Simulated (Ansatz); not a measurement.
Ge2Sb2Te5 (Ge2Sb2Te5-Kooi type, space group P-3m1)

```
CELL_PARAMETERS angstrom
      4.29363     0.00000     0.00000
     -2.14681     3.71839     0.00000
      0.00000     0.00000    17.63591
ATOMIC_POSITIONS crystal
  Te 0.00000 0.00000 0.00000
  Ge 0.66667 0.33333 0.09824
  Ge 0.33333 0.66667 0.90176
  Te 0.33333 0.66667 0.19409
  Te 0.66667 0.33333 0.80591
  Sb 0.00000 0.00000 0.30944
  Sb 0.00000 0.00000 0.69056
  Te 0.66667 0.33333 0.40641
  Te 0.33333 0.66667 0.59359
```

The slice is a (0001) plane (indices of the conventional cell) through the point (0.333, 0.667, 0.194) (fractional), spanned by u = [110] and v = [1 -1 0] in vectors of this cell: u (4.29 Å) and v (7.44 Å, at 90° to u). It covers one period; positions are fractions (u, v).

Calculation: PBE (plane waves to 420 eV, PAW, scalar-relativistic; Ansatz, a quantum-chemistry and plane-wave program). k mesh 9×9×2. These are valence fields of a PAW run, semicore shells included where kept as valence: close to a nucleus they are smooth pseudo fields. Ge2Sb2Te5 was relaxed with its symmetry unable to fall. Spin-orbit coupling is left out, though Sb and Te are heavy. The PAW data are Ansatz's earlier set.

Question: Predict the map of the electron localisation function (ELF) on the slice.

Answer: 
| v \ u | 0.00 | 0.14 | 0.29 | 0.43 | 0.57 | 0.71 | 0.86 |
|---|---|---|---|---|---|---|---|
| 0.88 | 0.49 | 0.58 | 0.50 | 0.13 | 0.13 | 0.50 | 0.58 |
| 0.75 | 0.16 | 0.10 | 0.08 | 0.18 | 0.18 | 0.08 | 0.10 |
| 0.62 | 0.05 | 0.21 | 0.63 | 0.52 | 0.52 | 0.63 | 0.21 |
| 0.50 | 0.08 | 0.48 | 0.48 | x | x | 0.48 | 0.48 |
| 0.38 | 0.10 | 0.25 | 0.64 | 0.51 | 0.51 | 0.64 | 0.25 |
| 0.25 | 0.20 | 0.12 | 0.08 | 0.14 | 0.14 | 0.08 | 0.12 |
| 0.12 | 0.49 | 0.58 | 0.48 | 0.08 | 0.08 | 0.48 | 0.58 |
| 0.00 | x | 0.23 | 0.63 | 0.16 | 0.16 | 0.63 | 0.23 |

Values: electron localisation function (ELF). Points within 0.5 Å of a nucleus are blanked (x), as the pseudised field means little there.
